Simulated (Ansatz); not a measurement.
Relaxed-ion elastic tensor of Au (simple cubic, Pm-3m) in GPa (Voigt order), DFT-r²SCAN in the program Ansatz with PAW potentials; density 16.25 g/cm³, 20.12 Å³ per atom.

```csv
,1,2,3,4,5,6
1,298,34.9,34.9,0.0,0.0,0.0
2,34.9,298,34.9,0.0,0.0,0.0
3,34.9,34.9,298,0.0,0.0,0.0
4,0.0,0.0,0.0,-8.3,0.0,0.0
5,0.0,0.0,0.0,0.0,-8.3,0.0
6,0.0,0.0,0.0,0.0,0.0,-8.3
```

**Question.** Is the crystal mechanically stable?

**Answer.** No: the smallest eigenvalue of C is -8.3 GPa.

The cell is a constructed one: a structure type filled with these elements; neither database checked (COD, Materials Project) lists it. It is not the phase usual at ambient conditions (space group No. 225). The r²SCAN relaxation kept the symmetry of its start. At this level the phase is mechanically unstable. As this level gives no gap, shear constants depend on the k-mesh and smearing (Fermi–Dirac, 0.1 eV here). Scalar-relativistic: spin–orbit coupling is off unless named, which matters more the heavier the elements.

Potentials: the later of the program's two PAW sets.
